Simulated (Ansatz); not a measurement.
The relaxed structure here is a generated cell of Mg: the first start was made by placing the elements on the sites of a structure type, and the end was not matched to a known phase here, so it may be hypothetical. Known forms of Mg include space group No. 194.

One starting cell of Mg (a generated cell, Mg built in the beta-W structure type) was relaxed twice with Ansatz (plane waves, PAW, scalar-relativistic): with r2SCAN at 500 eV and with PBE at 420 eV. The r2SCAN result:

Mg is taken in the cubic space group Pm-3n (No. 223), Pearson symbol cP8. Conventional cell: a = 5.694 Å, b = 5.694 Å, c = 5.694 Å, α = 90.00°, β = 90.00°, γ = 90.00°. Mg1 on 6c is surrounded by 2 Mg at 2.847 Å and 4 Mg at 3.183 Å and 8 Mg at 3.487 Å. Mg2 on 2a is coordinated by 12 Mg at 3.183 Å. (Neighbours: up to the widest gap in distance over summed covalent radii, below 1.35, at either atom.)

```csv
quantity,r2SCAN,PBE
space group,Pm-3n,Pm-3n
volume (Å³/atom),23.08,…
a (Å),5.694,…
"gap (eV, no spin-orbit coupling)",0.00,…
```

### Question
What does PBE give for the same quantities?

### Answer

- volume (Å³/atom), PBE: 23.46
- a (Å), PBE: 5.725
- gap (eV, no spin-orbit coupling), PBE: 0.00

Both levels end in the same structure; PBE's volume is 1.7 % larger. Neither column is exact.

No spin polarisation in the result.

The run could not lose the symmetry of its start, so the end can be a saddle point.

All atoms sit on sites fixed by symmetry, so only the cell could relax.

Ansatz is a quantum-chemistry and plane-wave program.
